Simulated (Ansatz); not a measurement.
Relaxed HfN (rock salt):

```
HfN
1.0
    0.00000     2.26274     2.26274
    2.26274     0.00000     2.26274
    2.26274     2.26274     0.00000
N Hf
1 1
Direct
  0.00000   0.00000   0.00000
  0.50000   0.50000   0.50000
```

In each cell atom 1 (N, nearest neighbour Hf at 2.263 Å; its periodic images, 3.2 Å or more away, move with it) moves by s·(1.000, 0.000, 0.000) (along Cartesian x), the rest being held.

The numbers are results of r2SCAN (plane waves to 500 eV, PAW, scalar-relativistic; Ansatz, an electronic-structure program), not measurements. k mesh 14×14×14 (Γ-centred), Fermi-Dirac smearing 0.05 eV. E stands for the smeared free energy. Left out: 2 of 11 points, with atoms too close for the PAW data. With partly filled bands, energies and forces of such displacements shift with the k mesh and the smearing. HfN is run without spin polarisation. HfN was relaxed with its symmetry unable to fall. Spin-orbit coupling is left out, though Hf is heavy. The zero of ΔE is the undisplaced structure.

**Question.** Estimate the ΔE (meV/cell) for s (Å) = -0.360, -0.180, 0.090, 0.270, 0.360.

**Answer.** 
| s (Å) | ΔE (meV/cell) |
|---|---|
| -0.360 | 832 |
| -0.180 | 190 |
| 0.090 | 47 |
| 0.270 | 442 |
| 0.360 | 832 |

(A displaced cell: forces are minus the slopes of the energy, force constants its curvatures, and phonons follow from these.)
